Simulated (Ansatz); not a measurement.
N:
```cif
data_N8
_chemical_formula_sum 'N8'
_space_group_name_H-M_alt 'Pa-3'
_space_group_IT_number 205
_space_group_name_Hall '-P 2ac 2ab 3'
_cell_length_a 5.66128
_cell_length_b 5.66128
_cell_length_c 5.66128
_cell_angle_alpha 90.000
_cell_angle_beta 90.000
_cell_angle_gamma 90.000
loop_
_atom_site_label
_atom_site_type_symbol
_atom_site_symmetry_multiplicity
_atom_site_Wyckoff_symbol
_atom_site_fract_x
_atom_site_fract_y
_atom_site_fract_z
_atom_site_occupancy
N1 N 8 c 0.05617 0.05617 0.05617 1
```

Relaxed with PBE+D3(BJ).

### Question
Which orbitals make up the states near the band edges in DFT-PBE+D3(BJ) in the program Ansatz with PAW potentials?

### Answer
Top 1 eV of the valence band: N 2p 65 %, N 2s 31 %. Bottom 1 eV of the conduction band: N 2p 97 %. Projections are on Löwdin-orthogonalised atomic valence shells; empty p or d shells of many metals are not among them.

### Question
Tabulate the density of states.

### Answer
States/eV per cell of 8 atoms, in 0.25 eV bins, energy from the valence-band maximum.

```tsv
E (eV)	total	N 2p	N 2s
-3.70	0.00	0.00	0.00
-3.45	32.00	13.72	18.25
-3.20	0.00	0.00	0.00
-2.95	0.00	0.00	0.00
-2.70	0.00	0.00	0.00
-2.45	0.00	0.00	0.00
-2.20	0.00	0.00	0.00
-1.95	0.00	0.00	0.00
-1.70	28.95	27.98	0.37
-1.45	35.05	34.44	0.14
-1.20	0.00	0.00	0.00
-0.95	0.00	0.00	0.00
-0.70	0.77	0.52	0.22
-0.45	3.53	2.34	1.04
-0.20	17.40	11.35	5.41
0.05	10.30	6.70	3.27
0.30	0.00	0.00	0.00
0.55	0.00	0.00	0.00
0.80	0.00	0.00	0.00
1.05	0.00	0.00	0.00
1.30	0.00	0.00	0.00
1.55	0.00	0.00	0.00
1.80	0.00	0.00	0.00
2.05	0.00	0.00	0.00
2.30	0.00	0.00	0.00
2.55	0.00	0.00	0.00
2.80	0.00	0.00	0.00
3.05	0.00	0.00	0.00
3.30	0.00	0.00	0.00
3.55	0.00	0.00	0.00
3.80	0.00	0.00	0.00
4.05	0.00	0.00	0.00
4.30	0.00	0.00	0.00
4.55	0.00	0.00	0.00
4.80	0.00	0.00	0.00
5.05	0.00	0.00	0.00
5.30	0.00	0.00	0.00
5.55	0.00	0.00	0.00
5.80	0.00	0.00	0.00
6.05	0.00	0.00	0.00
6.30	0.00	0.00	0.00
6.55	0.00	0.00	0.00
6.80	0.00	0.00	0.00
7.05	0.00	0.00	0.00
7.30	0.01	0.01	0.00
7.55	5.73	5.42	0.00
7.80	12.24	11.67	0.01
8.05	22.19	21.54	0.01
8.30	22.29	21.82	0.01
8.55	1.55	1.53	0.00
8.80	0.00	0.00	0.00
9.05	0.00	0.00	0.00
9.30	0.00	0.00	0.00
9.55	0.00	0.00	0.00
9.80	0.00	0.00	0.00
10.05	0.00	0.00	0.00
10.30	0.00	0.00	0.00
10.55	0.00	0.00	0.00
10.80	0.00	0.00	0.00
11.05	0.02	0.00	0.00
11.30	1.32	0.08	0.02
11.55	1.92	0.16	0.05
11.80	2.30	0.21	0.08
```

Symmetry was held in the PBE+D3(BJ) relaxation. The substance is a gas or liquid at ambient conditions; this is its low-temperature solid.

Potentials: the later of the program's two PAW sets.
